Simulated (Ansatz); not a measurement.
Rb3InF6 in space group Fm-3m (No. 225; Rb on 8c, Rb on 4b, In on 4a, F on 24e), r²SCAN (plane waves, PAW; program Ansatz). The conduction-band minimum lies at Γ, with 1 equivalent valley. Second derivatives d²E/dk² of the lowest band at one valley (eV·Å²), along Cartesian directions:

```csv
direction,d²E/dk²
[100],14.45
[010],14.45
[001],14.45
[110],14.45
[101],14.45
[011],14.45
```

Q: Find the principal effective masses, the density-of-states mass and the conductivity mass.

A: Off-diagonal terms follow from H_xy = H[110] − (H_xx + H_yy)/2, and m*/mₑ = 7.620 eV·Å² over each eigenvalue: 0.53, 0.53, 0.53. One valley's DOS mass (m₁m₂m₃)^(1/3) = 0.53, conductivity mass 3/(Σ 1/mᵢ) = 0.53 mₑ.

Q: What effective density of states Nc follows at 300 K for parabolic valleys?

A: Nc = 2.509e19 × 1 × (0.53)^(3/2) ≈ 9.7e18 cm⁻³.

The first step of the workflow began from a Materials Project structure, measured or hypothetical; the Crystallography Open Database copy checked does not list it. Whether it is the stable phase at ambient conditions was not checked. The r²SCAN relaxation kept the symmetry of its start; whether a distortion lowers the energy is not shown. Scalar-relativistic: spin–orbit coupling is off unless named, which matters more the heavier the elements.

Potentials: the later of the program's two PAW sets.

Edges and masses are those of Kohn–Sham bands, whose gap is no quasiparticle gap.
